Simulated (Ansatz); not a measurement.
Input, command and steps of an Ansatz relaxation.

```yaml
crystal:
  lattice:
    - [-4.3813828185, -4.351831474, -0.0051357522]
    - [-0.0512306271, 4.4081978533, 4.3889426352]
    - [-4.4447001448, 4.4100130482, -4.3395272029]
  atoms:
    - { symbol: C, position: [0.1738785009, 0.3494479923, 0.8388408099] }
    - { symbol: C, position: [0.641407734, 0.2980898199, 0.8106745742] }
    - { symbol: C, position: [0.0178502867, 0.5262678329, 0.5010840095] }
    - { symbol: C, position: [0.1674091563, 0.8173731969, 0.8448095988] }
    - { symbol: C, position: [0.3385823827, 0.1742992415, 0.1739362013] }
    - { symbol: C, position: [0.8269646646, 0.1602799262, 0.1639006096] }
    - { symbol: "N", position: [0.5085412321, 0.5161529211, 0.5128279219] }
    - { symbol: "N", position: [0.3243785929, 0.6491092985, 0.1481303404] }
    - { symbol: "N", position: [0.8365996663, 0.6810412352, 0.1634757963] }
    - { symbol: "N", position: [0.6696387871, 0.8283487719, 0.8447065295] }
    - { symbol: "N", position: [0.509355617, 0.0092478138, 0.5120983004] }
    - { symbol: "N", position: [0.967849983, 0.9758071603, 0.4945423575] }
    - { symbol: Sc, position: [0.6703261574, 0.3522584479, 0.3419068642] }
    - { symbol: Sc, position: [0.1692140759, 0.335001859, 0.3358764405] }
    - { symbol: Ti, position: [0.3476778742, 0.6794504658, 0.6659544332] }
    - { symbol: W, position: [0.4771243169, 0.9912979309, 0.0157453748] }
    - { symbol: W, position: [0.0281823263, 0.014204022, 0.0021686631] }
    - { symbol: W, position: [0.8694078148, 0.2121008369, 0.660522018] }
    - { symbol: W, position: [0.2809807353, 0.1381867213, 0.6788301318] }
    - { symbol: W, position: [0.5010905706, 0.4661949361, 0.9824869286] }
    - { symbol: W, position: [0.9529319559, 0.4525998786, 0.9888598179] }
    - { symbol: W, position: [0.8504385433, 0.6682250764, 0.6794522135] }
    - { symbol: W, position: [0.6416123266, 0.8483267512, 0.3179879208] }
    - { symbol: W, position: [0.1996332548, 0.8363886869, 0.3291269036] }
  symmetry: { detect: false }
basis:
  ecutwfc: 420
kpoints:
  mp_grid: { grid: [4, 4, 3] }
hamiltonian:
  xc: pbe
scf:
  occupations: { method: gaussian, width: 0.1 }
  lower_state_search: "off"
output:
  forces: true
  stress: true
  eigenvalues: true
relax:
  adjacent_minimum: "off"
  f_tol: 0.04
  max_steps: 25
  cell: { stress_tol: 0.3 }
```

```bash
ansatz run input.yaml --threads 4 --pin off --max-ram 9216MiB --backend cpu --events-out ev --progress --plain --runs-dir out
```

Computed with DFT PBE, scalar-relativistic, plane waves, PAW (Ansatz 0.2.0).

Of 5 frames 4 are shown, positions in Å and forces in eV/Å; the SCF threshold varies from step to step. Steps run on the plane waves of an earlier cell, with a Pulay correction in the pressure. The basis is chosen afresh for the last frame, the zero of the energies, and at times for earlier ones too; energy and pressure can step there, also at an unchanged geometry. Where two frames share a geometry here, they differ by under 2 meV/atom and 0.3 GPa.

```xyz
24
Lattice="-4.3814 -4.3518 -0.0051 -0.0512 4.4082 4.3889 -4.4447 4.4100 -4.3395" Properties=species:S:1:pos:R:3:forces:R:3 pbc="T T T" step=1 free_energy_over_end_meV_per_atom=0.32 pressure_GPa=-0.19
C    -4.5081    4.4830   -2.1074    0.0262   -0.0621    0.0413
C    -6.4287    2.0978   -2.2129   -0.0221   -0.0074   -0.0003
C    -2.3323    4.4520    0.1352    0.0099   -0.0366   -0.1185
C    -4.5303    6.6002   -0.0795    0.0737   -0.0532    0.0116
C    -2.2655    0.0620    0.0084   -0.0493    0.0097    0.0120
C    -4.3599   -2.1695   -0.0120   -0.0115   -0.0145    0.0642
N    -4.5339    2.3238    0.0373    0.0196    0.0767   -0.0343
N    -2.1129    2.1030    2.2044   -0.0214    0.0202    0.0256
N    -4.4270    0.0824    2.2753    0.0233    0.0107    0.0093
N    -6.7308    4.4625   -0.0335   -0.0131   -0.0049   -0.0504
N    -4.5083    0.0825   -2.1843    0.0083    0.0625   -0.0620
N    -6.4886    2.2706    2.1317   -0.0479   -0.0232   -0.0061
Sc   -4.4747    0.1435    0.0589    0.0139   -0.0047    0.0343
Sc   -2.2514    2.2216    0.0119    0.0405    0.0002    0.0228
Ti   -4.5181    4.4190    0.0904    0.0209   -0.0801    0.0417
W    -2.2112    2.3629    4.2800    0.0727    0.0744    0.0014
W    -0.1338   -0.0505    0.0528   -0.0250   -0.0667    0.0035
W    -6.7559    0.0644   -1.9399   -0.0618   -0.0097    0.0655
W    -4.2554    2.3800   -2.3408    0.0813   -0.0619   -0.0266
W    -6.5862    4.2072   -2.2200   -0.0230    0.1377    0.0198
W    -8.5935    2.2090   -2.3096   -0.0490    0.0623   -0.0400
W    -6.7803    2.2411   -0.0201   -0.0319    0.0176    0.0393
W    -4.2680    2.3497    2.3400   -0.0718   -0.0538   -0.1499
W    -2.3804    4.2697    2.2416    0.0379    0.0068    0.0961
24
Lattice="-4.3720 -4.3437 -0.0100 -0.0566 4.4104 4.3849 -4.4581 4.4200 -4.3380" Properties=species:S:1:pos:R:3:forces:R:3 pbc="T T T" step=2 free_energy_over_end_meV_per_atom=0.09 pressure_GPa=0.01
C    -4.5188    4.4890   -2.1061    0.0221   -0.0257    0.0147
C    -6.4385    2.1169   -2.2151   -0.0384   -0.0046   -0.0045
C    -2.3402    4.4575    0.1322   -0.0020   -0.0094   -0.0524
C    -4.5402    6.6047   -0.0830    0.0320   -0.0027   -0.0146
C    -2.2670    0.0702    0.0099   -0.0316    0.0023   -0.0213
C    -4.3538   -2.1646   -0.0202    0.0095   -0.0094    0.0344
N    -4.5361    2.3335    0.0263   -0.0080    0.0476    0.0055
N    -2.1194    2.1142    2.2024    0.0294   -0.0245   -0.0059
N    -4.4235    0.0915    2.2701   -0.0075    0.0047   -0.0185
N    -6.7405    4.4802   -0.0385   -0.0249    0.0006   -0.0166
N    -4.5097    0.0922   -2.1874    0.0015    0.0763   -0.0376
N    -6.4958    2.2860    2.1250    0.0050   -0.0327    0.0030
Sc   -4.4739    0.1517    0.0559    0.0007   -0.0161   -0.0096
Sc   -2.2525    2.2286    0.0122    0.0390   -0.0055    0.0000
Ti   -4.5257    4.4241    0.0880    0.0154   -0.0672    0.0370
W    -2.2077    2.3748    4.2756   -0.0258    0.0183    0.0346
W    -0.1351   -0.0574    0.0541   -0.0093    0.0390   -0.0181
W    -6.7601    0.0801   -1.9435   -0.0375    0.0026   -0.0041
W    -4.2608    2.3852   -2.3436    0.0432   -0.0052    0.0156
W    -6.5986    4.2307   -2.2197   -0.0195   -0.0505    0.0315
W    -8.6043    2.2281   -2.3175    0.0349    0.0555   -0.0411
W    -6.7840    2.2569   -0.0238   -0.0353    0.0011    0.0030
W    -4.2766    2.3579    2.3240    0.0040    0.0229    0.0347
W    -2.3858    4.2794    2.2422    0.0034   -0.0174    0.0305
24
Lattice="-4.3764 -4.3489 -0.0061 -0.0550 4.4101 4.3823 -4.4510 4.4175 -4.3349" Properties=species:S:1:pos:R:3:forces:R:3 pbc="T T T" step=3 free_energy_over_end_meV_per_atom=0.00 pressure_GPa=0.05
C    -4.5132    4.4856   -2.1032   -0.0004   -0.0013    0.0029
C    -6.4355    2.1104   -2.2103   -0.0138    0.0010   -0.0066
C    -2.3359    4.4546    0.1303   -0.0042   -0.0003   -0.0183
C    -4.5323    6.6004   -0.0822    0.0051    0.0127   -0.0048
C    -2.2692    0.0683    0.0115   -0.0130    0.0028   -0.0092
C    -4.3549   -2.1690   -0.0162    0.0046   -0.0072    0.0121
N    -4.5333    2.3307    0.0284   -0.0078    0.0307    0.0046
N    -2.1173    2.1106    2.2037    0.0088   -0.0136   -0.0088
N    -4.4257    0.0885    2.2710    0.0002   -0.0077   -0.0039
N    -6.7381    4.4741   -0.0360   -0.0142    0.0008   -0.0099
N    -4.5084    0.0927   -2.1855    0.0095    0.0436   -0.0172
N    -6.4939    2.2767    2.1284    0.0090   -0.0147   -0.0011
Sc   -4.4746    0.1479    0.0574    0.0096   -0.0056   -0.0039
Sc   -2.2480    2.2261    0.0137    0.0188   -0.0055   -0.0030
Ti   -4.5212    4.4185    0.0903    0.0074   -0.0577    0.0232
W    -2.2076    2.3729    4.2766   -0.0073   -0.0054    0.0197
W    -0.1369   -0.0570    0.0535    0.0074    0.0131   -0.0056
W    -6.7603    0.0732   -1.9399   -0.0092    0.0041   -0.0177
W    -4.2548    2.3817   -2.3403    0.0007   -0.0109    0.0079
W    -6.5940    4.2245   -2.2148   -0.0029   -0.0182    0.0332
W    -8.6001    2.2224   -2.3125    0.0026    0.0324   -0.0159
W    -6.7825    2.2499   -0.0197   -0.0185    0.0021   -0.0028
W    -4.2753    2.3558    2.3254   -0.0011    0.0024    0.0171
W    -2.3828    4.2760    2.2424    0.0086    0.0024    0.0079
24
Lattice="-4.3770 -4.3497 -0.0057 -0.0551 4.4106 4.3820 -4.4506 4.4177 -4.3341" Properties=species:S:1:pos:R:3:forces:R:3 pbc="T T T" step=5 free_energy_over_end_meV_per_atom=0.00 pressure_GPa=-0.01
C    -4.5135    4.4858   -2.1019   -0.0040    0.0128   -0.0030
C    -6.4369    2.1101   -2.2095    0.0046   -0.0017   -0.0021
C    -2.3357    4.4542    0.1284   -0.0036    0.0055    0.0011
C    -4.5321    6.6000   -0.0817   -0.0051    0.0162    0.0030
C    -2.2702    0.0680    0.0122    0.0031   -0.0018   -0.0014
C    -4.3546   -2.1697   -0.0151   -0.0028    0.0005   -0.0053
N    -4.5336    2.3317    0.0292   -0.0036    0.0116    0.0016
N    -2.1168    2.1098    2.2041   -0.0052   -0.0038   -0.0004
N    -4.4261    0.0886    2.2708   -0.0006   -0.0061    0.0044
N    -6.7401    4.4739   -0.0356   -0.0035    0.0043    0.0019
N    -4.5074    0.0965   -2.1860    0.0115    0.0123    0.0003
N    -6.4939    2.2749    2.1289    0.0061   -0.0043   -0.0064
Sc   -4.4746    0.1480    0.0572    0.0038    0.0023   -0.0064
Sc   -2.2460    2.2255    0.0140    0.0048   -0.0005   -0.0021
Ti   -4.5210    4.4157    0.0918    0.0065   -0.0380    0.0111
W    -2.2079    2.3731    4.2778    0.0092    0.0054   -0.0069
W    -0.1375   -0.0569    0.0534    0.0023   -0.0005    0.0073
W    -6.7616    0.0727   -1.9410   -0.0076   -0.0096   -0.0090
W    -4.2545    2.3813   -2.3392   -0.0037   -0.0070    0.0005
W    -6.5946    4.2239   -2.2121    0.0046    0.0009    0.0091
W    -8.6008    2.2241   -2.3118   -0.0128    0.0059    0.0010
W    -6.7842    2.2493   -0.0191   -0.0055   -0.0016    0.0050
W    -4.2755    2.3571    2.3262    0.0010   -0.0030   -0.0021
W    -2.3818    4.2762    2.2426    0.0001    0.0002   -0.0014
```

It took 3 min on 4 threads of Arm Neoverse V2 (shared host), peak memory 1.4 GiB.

The k mesh is coarse. Spin–orbit coupling is left out, which can shift energies with elements as heavy as these.